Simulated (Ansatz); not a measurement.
P2W:
```cif
data_P4W2
_chemical_formula_sum 'P4 W2'
_space_group_name_H-M_alt 'P 1'
_space_group_IT_number 1
_cell_length_a 5.80842
_cell_length_b 5.80842
_cell_length_c 4.99121
_cell_angle_alpha 90.000
_cell_angle_beta 90.000
_cell_angle_gamma 148.210
loop_
_space_group_symop_operation_xyz
  'x, y, z'
loop_
_atom_site_label
_atom_site_type_symbol
_atom_site_fract_x
_atom_site_fract_y
_atom_site_fract_z
_atom_site_occupancy
P1 P 0.56913 0.43087 0.11740 1
P2 P 0.43087 0.56913 0.61740 1
P3 P 0.70058 0.29942 0.80052 1
P4 P 0.29942 0.70058 0.30052 1
W1 W 0.90661 0.09339 0.99908 1
W2 W 0.09339 0.90661 0.49908 1
```

Relaxed with r²SCAN.

### Question
Tabulate the valence density and the electron localisation function along the shortest W–W contact (3.18 Å), r²SCAN (plane waves, PAW; program Ansatz).

### Answer


| distance from W (Å) | density (e/Å³) | ELF |
|---|---|---|
| 0.32 | 5.25 | 0.40 |
| 0.48 | 4.89 | 0.67 |
| 0.64 | 3.28 | 0.68 |
| 0.80 | 1.65 | 0.48 |
| 0.95 | 0.71 | 0.22 |
| 1.11 | 0.38 | 0.13 |
| 1.27 | 0.28 | 0.17 |
| 1.43 | 0.25 | 0.28 |
| 1.59 | 0.25 | 0.34 |
| 1.75 | 0.25 | 0.28 |
| 1.91 | 0.28 | 0.17 |
| 2.07 | 0.38 | 0.13 |
| 2.23 | 0.71 | 0.22 |
| 2.39 | 1.65 | 0.48 |
| 2.55 | 3.28 | 0.68 |
| 2.70 | 4.89 | 0.67 |
| 2.86 | 5.25 | 0.40 |

The density is the valence pseudo-density with augmentation charge, so density and ELF within about 1 Å of a nucleus are not all-electron values.

Space group Cmc2_1. The workflow started from an entry of the Crystallography Open Database (COD), which files this formula under 2 space groups. Its standing as an ambient phase is unchecked. The r²SCAN relaxation kept the symmetry of its start; whether a distortion lowers the energy is not shown. The run is not spin-polarised. Spin–orbit coupling is left out wherever it is not named.

Potentials: the later of the program's two PAW sets.
